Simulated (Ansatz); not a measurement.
Run times of several calculations on MgTi2Tl2P2S10

Cell: 17 atoms, space group P-1, a = 6.532 Å, b = 7.200 Å, c = 9.743 Å, α = 110.19°, β = 98.13°, γ = 90.29°.

All runs are DFT with Ansatz 0.2.0 on 2 threads of Intel Xeon Processor @ 2.50GHz (Skylake/Cascade Lake) (x86_64; 62 cores open to the job, memory cap 5.0 GiB, no GPU), a shared host.

Task: Rank the runs by wall time, shortest first.
A. single point, PBE, collinear spin, 420 eV, 5×5×4 k-points, smearing 0.05 eV
B. single point, PBE, collinear spin, 420 eV, 5×4×3 k-points, smearing 0.02 eV
C. single point, r2SCAN, collinear spin, 500 eV, 5×5×4 k-points, smearing 0.05 eV

Result: B (6.8 min, 1.9 GiB), A (12 min, 2.5 GiB), C (18 min, 3.7 GiB).
